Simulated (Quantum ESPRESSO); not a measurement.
## Mg4SeS2O (input and log of a self-consistent run)

A calculation, not a measurement. The program is pw.x of Quantum ESPRESSO 7.5 (plane-wave density functional theory). The cell is made up: 8 atoms on a zincblende/diamond lattice, with randomly drawn elements, strain and displacements, not relaxed. PseudoDojo standard norm-conserving files (v0.5 for PBE, v0.4.1 for LDA and PBEsol) set the functional; there is no spin polarisation, spin-orbit coupling or dispersion term, and the masses in the input are unused placeholders.

Input:

```
&control calculation='scf', pseudo_dir='./dojo.nc.sr.pbe.v0_5.standard.upf', outdir='./o', disk_io='low', tprnfor=.true., tstress=.true. /
&system ibrav=0, nat=8, ntyp=4, nbnd=43, ecutwfc=85.99341389, nosym=.true., tot_charge=0,
 occupations='smearing', smearing='fd', degauss=0.0018374661
/
&electrons conv_thr=7.350e-09, electron_maxstep=60, /
ATOMIC_SPECIES
Mg 1.0 Mg.upf
O 1.0 O.upf
S 1.0 S.upf
Se 1.0 Se.upf
CELL_PARAMETERS angstrom
5.6014 0.0803 0.045
0.0803 5.6896 0.0227
0.045 0.0227 5.6328
ATOMIC_POSITIONS angstrom
Mg -0.0484 -0.0874 -0.0787
Mg 0.0424 2.8237 2.7822
Mg 2.8639 0.0543 2.8752
Mg 2.7952 2.8604 0.067
Se 1.4506 1.4496 1.3658
S 1.5319 4.2393 4.3271
S 4.2374 1.5048 4.2836
O 4.365 4.3367 1.4237
K_POINTS automatic
4 4 4 1 1 1
```

The log is shortened where brackets say so; the opening notice, blank lines, dates and the lines on written files are dropped, and the path of the files is cut. It prints rydbergs, bohrs and kilobars, and counts compression as positive stress.

```
     Program PWSCF v.7.5
     Parallel version (MPI & OpenMP), running on       4 processor cores
     Number of MPI processes:                 4
     Threads/MPI process:                     1
     [start-up lines left out]
     bravais-lattice index     =            0
     lattice parameter (alat)  =      10.5865  a.u.
     unit-cell volume          =    1211.0914 (a.u.)^3
     number of atoms/cell      =            8
     number of atomic types    =            4
     number of electrons       =        74.00
     number of Kohn-Sham states=           43
     kinetic-energy cutoff     =      85.9934  Ry
     charge density cutoff     =     343.9737  Ry
     scf convergence threshold =      7.3E-09
     mixing beta               =       0.7000
     number of iterations used =            8  plain     mixing
     Exchange-correlation= PBE
                           (   1   4   3   4   0   0   0)
     [axes and pseudopotential details left out]
   Cartesian axes
     site n.     atom                  positions (alat units)
         1        Mg     tau(   1) = (  -0.0086395  -0.0156011  -0.0140482  )
         2        Mg     tau(   2) = (   0.0075685   0.5040381   0.4966302  )
         3        Mg     tau(   3) = (   0.5112139   0.0096927   0.5132310  )
         4        Mg     tau(   4) = (   0.4989507   0.5105891   0.0119597  )
         5        Se     tau(   5) = (   0.2589360   0.2587575   0.2437990  )
         6        S      tau(   6) = (   0.2734483   0.7567265   0.7723990  )
         7        S      tau(   7) = (   0.7563873   0.2686109   0.7646341  )
         8        O      tau(   8) = (   0.7791643   0.7741126   0.2541343  )
     number of k points=    32  Fermi-Dirac smearing, width (Ry)=  0.0018
                       cart. coord. in units 2pi/alat
        k(    1) = (   0.1222972   0.1208627   0.1228559), wk =   0.0625000
        k(    2) = (   0.1203134   0.1198986   0.3715156), wk =   0.0625000
     [further k points left out]
     Dense  grid:   130491 G-vectors     FFT dimensions: (  64,  64,  64)
     Estimated max dynamical RAM per process >     254.31 MB
     Estimated total dynamical RAM >     921.66 MB
     Initial potential from superposition of free atoms
     starting charge      73.9967, renormalised to      74.0000
     Starting wfcs are   41 randomized atomic wfcs +    2 random wfcs
     total cpu time spent up to now is        2.9 secs
     per-process dynamical memory:   185.2 Mb
     Self-consistent Calculation
     iteration #  1     ecut=    85.99 Ry     beta= 0.70
     Davidson diagonalization with overlap
     ethr =  1.00E-02,  avg # of iterations =  6.2
     total cpu time spent up to now is        8.0 secs
     total energy              =    -794.82671443 Ry
     estimated scf accuracy    <       1.17727720 Ry
     iteration #  2     ecut=    85.99 Ry     beta= 0.70
     Davidson diagonalization with overlap
     ethr =  1.59E-03,  avg # of iterations =  5.7
     total cpu time spent up to now is       13.1 secs
     total energy              =    -794.20172182 Ry
     estimated scf accuracy    <       5.81184799 Ry
     iteration #  3     ecut=    85.99 Ry     beta= 0.70
     Davidson diagonalization with overlap
     ethr =  1.59E-03,  avg # of iterations =  4.0
     total cpu time spent up to now is       18.0 secs
     total energy              =    -795.36080870 Ry
     estimated scf accuracy    <       0.32100835 Ry
     iteration #  4     ecut=    85.99 Ry     beta= 0.70
     Davidson diagonalization with overlap
     ethr =  4.34E-04,  avg # of iterations =  2.0
     total cpu time spent up to now is       22.2 secs
     total energy              =    -795.36649959 Ry
     estimated scf accuracy    <       0.06272546 Ry
     iteration #  5     ecut=    85.99 Ry     beta= 0.70
     Davidson diagonalization with overlap
     ethr =  8.48E-05,  avg # of iterations =  3.6
     total cpu time spent up to now is       26.7 secs
     total energy              =    -795.37154632 Ry
     estimated scf accuracy    <       0.00405923 Ry
     iteration #  6     ecut=    85.99 Ry     beta= 0.70
     Davidson diagonalization with overlap
     ethr =  5.49E-06,  avg # of iterations =  8.0
     total cpu time spent up to now is       32.7 secs
     total energy              =    -795.37263386 Ry
     estimated scf accuracy    <       0.00117379 Ry
     iteration #  7     ecut=    85.99 Ry     beta= 0.70
     Davidson diagonalization with overlap
     ethr =  1.59E-06,  avg # of iterations =  2.3
     total cpu time spent up to now is       37.0 secs
     total energy              =    -795.37280523 Ry
     estimated scf accuracy    <       0.00000969 Ry
     iteration #  8     ecut=    85.99 Ry     beta= 0.70
     Davidson diagonalization with overlap
     ethr =  1.31E-08,  avg # of iterations =  4.3
     total cpu time spent up to now is       42.0 secs
     total energy              =    -795.37280966 Ry
     estimated scf accuracy    <       0.00000166 Ry
     iteration #  9     ecut=    85.99 Ry     beta= 0.70
     Davidson diagonalization with overlap
     ethr =  2.25E-09,  avg # of iterations =  2.0
     total cpu time spent up to now is       46.5 secs
     total energy              =    -795.37280991 Ry
     estimated scf accuracy    <       0.00000018 Ry
     iteration # 10     ecut=    85.99 Ry     beta= 0.70
     Davidson diagonalization with overlap
     ethr =  2.41E-10,  avg # of iterations =  2.2
     total cpu time spent up to now is       50.9 secs
     total energy              =    -795.37280994 Ry
     estimated scf accuracy    <       0.00000004 Ry
     iteration # 11     ecut=    85.99 Ry     beta= 0.70
     Davidson diagonalization with overlap
     ethr =  5.03E-11,  avg # of iterations =  3.0
     total cpu time spent up to now is       55.3 secs
     End of self-consistent calculation
     [lines on levels left out]
!    total energy              =    -795.37280994 Ry
     estimated scf accuracy    <          7.4E-10 Ry
     smearing contrib. (-TS)   =       0.00000000 Ry
     internal energy E=F+TS    =    -795.37280994 Ry
     The total energy is F=E-TS. E is the sum of the following terms:
     one-electron contribution =    -594.93164436 Ry
     hartree contribution      =     296.22717255 Ry
     xc contribution           =    -132.97208286 Ry
     ewald contribution        =    -363.69625527 Ry
     convergence has been achieved in  11 iterations
     Forces acting on atoms (cartesian axes, Ry/au):
     atom    1 type  1   force =    -0.04324705   -0.03765857    0.05527483
     atom    2 type  1   force =    -0.04742249    0.06652155   -0.01301976
     atom    3 type  1   force =     0.03899358   -0.05070347   -0.02454616
     atom    4 type  1   force =     0.07949375    0.05791842    0.01353677
     atom    5 type  4   force =    -0.02180329   -0.04484317    0.01428042
     atom    6 type  3   force =    -0.00823158    0.00899642   -0.04355040
     atom    7 type  3   force =     0.00379233   -0.00095312   -0.01236711
     atom    8 type  2   force =    -0.00157524    0.00072193    0.01039141
     Total force =     0.180978     Total SCF correction =     0.000125
     Computing stress (Cartesian axis) and pressure
          total   stress  (Ry/bohr**3)                   (kbar)     P=      -10.54
  -0.00005281  -0.00010465  -0.00007992           -7.77      -15.39      -11.76
  -0.00010465  -0.00008269  -0.00003803          -15.39      -12.16       -5.59
  -0.00007992  -0.00003803  -0.00007936          -11.76       -5.59      -11.67
     init_run     :      2.69s CPU      2.78s WALL (       1 calls)
     electrons    :     52.33s CPU     52.50s WALL (       1 calls)
     forces       :      0.64s CPU      0.66s WALL (       1 calls)
     stress       :      2.13s CPU      2.13s WALL (       1 calls)
     [timing details left out]
     PWSCF        :     57.91s CPU     58.22s WALL
     JOB DONE.
```

In other units: free energy -10821.598 eV for the cell, pressure -1.05 GPa, largest force component 2.044 eV/Å. A rerun of this cell at 1467 eV and a 6 x 6 x 6 mesh moved values by no more than 0.003 eV in energy, 0.02 GPa in stress and 0.004 eV/Å in force.